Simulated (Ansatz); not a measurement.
PbF₂:
```cif
data_F2Pb
_chemical_formula_sum 'Pb1 F2'
_space_group_name_H-M_alt 'P 1'
_space_group_IT_number 1
_cell_length_a 4.21602
_cell_length_b 4.21602
_cell_length_c 4.21602
_cell_angle_alpha 60.000
_cell_angle_beta 60.000
_cell_angle_gamma 60.000
loop_
_space_group_symop_operation_xyz
  'x, y, z'
loop_
_atom_site_label
_atom_site_type_symbol
_atom_site_fract_x
_atom_site_fract_y
_atom_site_fract_z
_atom_site_occupancy
Pb1 Pb 0.00000 0.00000 0.00000 1
F1 F 0.25000 0.25000 0.25000 1
F2 F 0.75000 0.75000 0.75000 1
```

Relaxed with PBE+D3(BJ). DFT-PBE+D3(BJ) in the program Ansatz with PAW potentials gives a gap of 4.42 eV.

### Question
What gap does HSE06 give on the same cell (Ansatz, PAW)?

### Answer
5.74 eV, 1.32 eV more. The hybrid was solved on a coarser mesh and at special points; its gap is the smallest among all of these.

```json
[
 {"k": "Γ", "v1 PBE+D3(BJ)": "-1.88", "c1 PBE+D3(BJ)": "6.76", "v1 HSE06": "___", "c1 HSE06": "___"},
 {"k": "X", "v1 PBE+D3(BJ)": "-0.14", "c1 PBE+D3(BJ)": "4.42", "v1 HSE06": "-0.13", "c1 HSE06": "5.74"},
 {"k": "L", "v1 PBE+D3(BJ)": "-0.02", "c1 PBE+D3(BJ)": "5.03", "v1 HSE06": "___", "c1 HSE06": "___"},
 {"k": "W", "v1 PBE+D3(BJ)": "0.00", "c1 PBE+D3(BJ)": "6.03", "v1 HSE06": "___", "c1 HSE06": "___"},
 {"k": "K", "v1 PBE+D3(BJ)": "-0.03", "c1 PBE+D3(BJ)": "5.31", "v1 HSE06": "___", "c1 HSE06": "___"}
]
```

### Question
Top valence (v1) and lowest conduction level (c1) in eV from each method's valence maximum (which need not be a listed point): supply the withheld HSE06 values.

### Answer

- L, v1 HSE06: -0.11
- L, c1 HSE06: 6.29
- Γ, v1 HSE06: -2.48
- Γ, c1 HSE06: 8.18
- W, v1 HSE06: 0.00
- W, c1 HSE06: 7.41
- K, v1 HSE06: -0.04
- K, c1 HSE06: 6.65

Cost on shared cores: the PBE+D3(BJ) run (SCF on a 8×8×8 mesh, then bands and DOS) very roughly 14 core-seconds, the HSE06 run (SCF on 6×6×6, then a few points) about 2.5 core-minutes (a rough figure); the tasks are unlike.

Space group Fm-3m (fluorite). Symmetry was held in the PBE+D3(BJ) relaxation; phonons on a q-mesh show no instability. Scalar-relativistic: spin–orbit coupling is off unless named, which matters more the heavier the elements.

Potentials: the later of the program's two PAW sets.
